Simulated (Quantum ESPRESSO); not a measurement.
```xyz
6
Lattice="5.0343 0.3572 0.0000 0.3572 5.0343 0.0000 0.0000 0.0000 3.2764" Properties=species:S:1:pos:R:3 pbc="T T T"
Mg     2.5021     2.5021     1.6382
Mg     0.1448     0.1448     0.0000
Cl     3.7800     3.7800     0.0000
F      1.6083     1.6083     0.0000
F      4.1621     1.2816     1.6382
F      1.2816     4.1621     1.6382
```
The cell was made here from a computed Materials Project entry: one of 4 F replaced by Cl, cell and atoms relaxed (PBE without dispersion, pw.x of a modified build of Quantum ESPRESSO, symmetry kept). The parent is MgF2 in P4₂/mnm. The swapped cell is a model, not a known phase. Stability against distortions was not tested.

A lattice sum over point charges, one formal value an element (Mg +2, F -1, Cl -1), with no Sternheimer factor, costs far less than a self-consistent run. Taken along the main axis of each site's self-consistent tensor, it gives:

```
site             V along that axis, point charges (a.u.)
---------------  ---------------------------------------
Mg1 (atom 1)                                       0.002
Mg2 (atom 2)                                      -0.013
Cl (atom 3)                                        0.048
F1 (atom 4)                                       -0.088
F2 (atoms 5, 6)                                   -0.085
```

Task: How do the values of a PBE PAW density (pw.x of Quantum ESPRESSO, JTH datasets) with the all-electron reconstruction of Petrilli and co-workers compare?

Result: 
| site | Vzz, PAW (a.u.) | PAW over point charges |
|---|---|---|
| Mg1 | 0.042 | – |
| Mg2 | -0.115 | 9.0 |
| Cl | 0.863 | 18 |
| F1 | -0.637 | 7.3 |
| F2 | -0.637 | 7.5 |
  Cores are frozen. Against all-electron runs on small test molecules, this scheme's |Vzz| missed by −3 to −9 % on Cl, −6 to +4 % (−29 % in KF) on F. Mg had no test against all-electron runs.
